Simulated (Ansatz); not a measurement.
input.yaml (Ansatz)

```yaml
crystal:
  lattice:
    - [4.1171716217, 0.0, 0.0]
    - [-2.0585858109, 3.5655752162, 0.0]
    - [0.0, 0.0, 6.6742892153]
  atoms:
    - { symbol: Ba, position: [0.3333333333, 0.6666666667, 0.25] }
    - { symbol: Ba, position: [0.6666666667, 0.3333333333, 0.75] }
hamiltonian:
  xc: lda
  pseudopotentials:
    kind: paw
    azcp:
      Ba: "pseudopotentials/Ba.paw.azcp"
basis:
  ecutwfc: 420
  fft_grid_basis: typed
kpoints:
  mp_grid: { grid: [10, 10, 5], shift: [0, 0, 0] }
magnetization:
  spin_polarized: false
scf:
  occupations: { method: fermi_dirac, width: 0.1 }
  lower_state_search: "off"
output:
  stress: true
```

and its output:

```
Warning: the record states the generating functional pbe (its physics header spells it `PBE`), which answers neither for hamiltonian.xc's functional nor for the lda family's — results may be inconsistent (PPs are generated against a specific XC)
Engine: ansatz 0.2.0, aarch64-unknown-linux-gnu
Pseudopotentials: kind: paw
Pseudopotential: Ba, paw, valence charge 10, recommended cutoff 420 eV (normal) 
Functional definition: SPW92
  exchange = slater_x
  correlation = pw_c
Crystal: 2 atoms, lattice volume = 97.979 Å³
Basis set: ecut = 420 eV, 1883 PW (Γ)
Bands: 14, of which v1, the nominal top of the filled ones, is band 10 counted from 1 (9 counted from 0)
Symmetry: 24 space group operations
Space group: P63/mmc (ITA 194), of the structure as read, at distance tolerance 4.6e-5 Å
k-points: 42 of 500
Non-local potential: Ba, projectors of the file, l = 0: 3, l = 1: 2, l = 2: 2, l = 3: 2
PAW form: soft (Blöchl's): semilocal exchange-correlation on the pseudo side does not see the compensation charge
PAW frozen core: Ba, regenerated for the run's functional, and the local potential with it (the file was generated under x = pbe(κ = 0.804, μ = 0.2195149727645171), c = pbe(β = 0.06672455060314922))
PAW one-centre angular grid: Ba, 194 points (default); XC on 64 Gauss nodes
Initial density: superposition of atomic densities (neutral atoms: chi_scale 0, normalization atom), corrected by the library's trained network
Initial wavefunctions: pseudopotential atomic-orbital guess
Functional: x = slater, c = lda
SCF iter   1: F=—  HF=-11559.179938 eV  |F-HF|=—  |Δ(HF+E_count)|=         —  Δρ=3.38e-3  dr2=6.70e-3  ethr=1.77e-3  ⟨swp⟩=6.3  Hψ=3746  notcnv=0
SCF iter   2: F=—  HF=-11559.178543 eV  |F-HF|=—  |Δ(HF+E_count)|=   1.39e-3  Δρ=1.86e-3  dr2=2.40e-3  ethr=3.35e-5  ⟨swp⟩=2.3  Hψ=1273  notcnv=0
SCF iter   3: F=—  HF=-11559.178056 eV  |F-HF|=—  |Δ(HF+E_count)|=   4.88e-4  Δρ=3.01e-4  dr2=1.42e-4  ethr=1.20e-5  ⟨swp⟩=1.2  Hψ=611  notcnv=0
SCF iter   4: F=—  HF=-11559.178033 eV  |F-HF|=—  |Δ(HF+E_count)|=   2.32e-5  Δρ=7.17e-5  dr2=5.34e-6  ethr=7.10e-7  ⟨swp⟩=2.1  Hψ=710  notcnv=0
SCF iter   5: F=—  HF=-11559.178033 eV  |F-HF|=—  |Δ(HF+E_count)|=   3.18e-7  Δρ=1.19e-5  dr2=1.07e-7  ethr=2.67e-8  ⟨swp⟩=2.5  Hψ=969  notcnv=0
SCF iter   6: F=-11559.178033 eV  HF=-11559.178033 eV  |F-HF|=5.73e-10  |Δ(HF+E_count)|=   1.72e-8  Δρ=2.26e-6  dr2=2.61e-9  ethr=5.00e-10  ⟨swp⟩=4.3  Hψ=2102  notcnv=0
SCF 1 converged in 6 iterations: F = -11559.178033 eV  dr2 = 2.61e-9
SCF converged after 6 iterations
Free energy (F): -11559.178033 eV
Harris-Foulkes:  -11559.178033 eV  (|F-HF|=5.73e-10)
Internal energy: -11559.085746 eV  (E = F + TS)
E sigma→0 (E₀):  -11559.131889 eV
Entropy (-TS):   -0.092287 eV (-46.144 meV/atom)
Fermi energy:    7.733267 eV
--- Per-component energies (eV) ---
  E_band       = -125.700184
  E_kinetic    = 337.071929
  E_local      = -630.152609  (includes V_loc(G=0)·N_el)
  E_nonlocal   = 121.280188
  E_hartree    = 196.825827
  E_xc         = -332.346817
  E_vxc        = -269.984845  (∫ρ·V_xc dr)
  E_paw        = -10115.744984  (= ΣΔE_a)
  E_vpaw       = -77.565930  (= ΣTr[D̂ρ^β])
  E_aug_tail   = -0.000004  (compensation charges beyond the density's cutoff)
  E_ewald      = -1136.584307
  E_core_change = 0.565031  (= ΣΔE_core)
  E_smearing   = -0.092287  (= −TS)
  E_closure    = 0.000000  (closes the sum)
  Σ components = -11559.178033   (vs F -11559.178033, Δ=0.00e0)
--- Stress (GPa, compression-positive) ---
        0.924215       0.000000       0.000000
        0.000000       0.924215       0.000000
        0.000000       0.000000       0.662018
  P = ⅓ Tr σ = 0.8368 GPa (8.368 kbar)
```
